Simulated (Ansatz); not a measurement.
TlCu$_{2}$S$_{2}$ in space group I4/mmm (No. 139; Tl on 2a, Cu on 4d, S on 4e), the program Ansatz at the r²SCAN+D4 level (PAW), all energies at zero smearing, with the estimated change up to a 700 eV cutoff added, with one set of potentials and settings (totals compare only within such a set). Cell of 5 atoms (1 Tl, 2 Cu, 2 S): -26535.173 eV.

| element | reference phase | E (eV/atom) |
|---|---|---|
| Tl | P6_3/mmc, 2 atoms in the cell | -11458.6947 |
| Cu | Fm-3m, 1 atoms in the cell | -6631.4395 |
| S | P2/c, 32 atoms in the cell | -905.9104 |

Formation energy per atom, worked out: (-26535.173 − 1×(-11458.6947) − 2×(-6631.4395) − 2×(-905.9104))/5 = -0.356 eV/atom (-34 kJ per mol of atoms), at 0 K, without zero-point energy or fitted corrections.

The workflow started from an entry of the Crystallography Open Database (COD). Its standing as an ambient phase is unchecked. Symmetry was held in the r²SCAN+D4 relaxation; its stability against distortions is not shown here. No spin polarisation was allowed. The references are the lowest solids computed at this level, not always the standard phases. Scalar-relativistic: spin–orbit coupling is off unless named, which matters more the heavier the elements.

Potentials: the later of the program's two PAW sets.
